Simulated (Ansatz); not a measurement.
Density of states of a Ta9Al cell (elements on a bcc lattice, relaxed), per eV and atom, broadened by Gaussian smearing of width 0.1 eV and averaged over bins of 0.4 eV, from 8 eV under the Fermi level at most up to where the solved bands end.

Theory: DFT PBE, scalar-relativistic, plane waves, PAW in Ansatz.

Plane waves to 420 eV, a k mesh through Γ of 5×5×5 on the computed 20-atom cell and Gaussian smearing (0.10 eV); no spin polarisation.

```xyz
20
Lattice="-4.9544 4.9567 -1.6594 -4.9598 -1.6639 4.9599 1.6594 4.9567 4.9546" Properties=species:S:1:pos:R:3 pbc="T T T"
Al   -1.6874    1.6330    1.6922
Al   -4.9284    1.6566    4.9333
Ta   -4.9541    4.9534   -1.6550
Ta   -4.9373    1.6448    1.6833
Ta   -3.3184    3.3215    0.0148
Ta   -3.3216   -0.0517    3.3264
Ta   -6.6256    3.2839    3.3064
Ta   -4.9446    4.9624    1.6596
Ta   -3.2942    3.3413    3.2991
Ta   -1.6563    4.9568    1.6611
Ta   -1.6785    1.6448    4.9422
Ta   -0.0101    3.3215    3.3233
Ta   -8.2518    4.9248    4.9512
Ta   -4.9587    4.9501    4.9636
Ta   -3.2919    6.5996    3.2967
Ta   -3.3016    3.2839    6.6305
Ta   -1.6548    4.9624    4.9495
Ta   -6.6189    6.6034    6.6239
Ta   -4.9521    8.2529    4.9570
Ta   -4.9463    4.9248    8.2567
```

```tsv
E − E_F (eV)	total	Ta 5d	Ta 6s	Al 3p	Al 3s
-7.85	0.060	0.002	0.041	0.001	0.012
-7.45	0.102	0.006	0.061	0.004	0.026
-7.05	0.075	0.008	0.037	0.004	0.023
-6.65	0.102	0.009	0.064	0.009	0.015
-6.25	0.137	0.017	0.077	0.014	0.022
-5.85	0.181	0.033	0.091	0.019	0.029
-5.45	0.187	0.041	0.095	0.018	0.023
-5.05	0.205	0.055	0.103	0.021	0.016
-4.65	0.356	0.130	0.158	0.039	0.013
-4.25	0.479	0.256	0.159	0.037	0.010
-3.85	0.601	0.369	0.170	0.038	0.006
-3.45	0.756	0.545	0.147	0.039	0.006
-3.05	0.889	0.712	0.119	0.032	0.004
-2.65	0.737	0.615	0.076	0.026	0.003
-2.25	0.588	0.503	0.040	0.028	0.002
-1.85	0.841	0.721	0.025	0.070	0.002
-1.45	1.406	1.292	0.026	0.049	0.002
-1.05	1.401	1.269	0.037	0.044	0.004
-0.65	1.382	1.206	0.060	0.046	0.008
-0.25	1.345	1.135	0.080	0.041	0.010
0.15	0.991	0.822	0.057	0.031	0.005
```

The columns after the total are the largest Löwdin projections on the valence shells of the potentials, so they needn't add up, and the weight of a shell that a potential lacks goes to other orbitals. The cell has no gap on the mesh.

Spin-orbit coupling is left out, which matters for the bands of heavy elements.

Cost: 2 runs of about 8.9 core-minutes in all (earlier runs that led there not counted), on Intel Xeon Platinum 8259CL (Skylake/Cascade Lake) (shared hosts).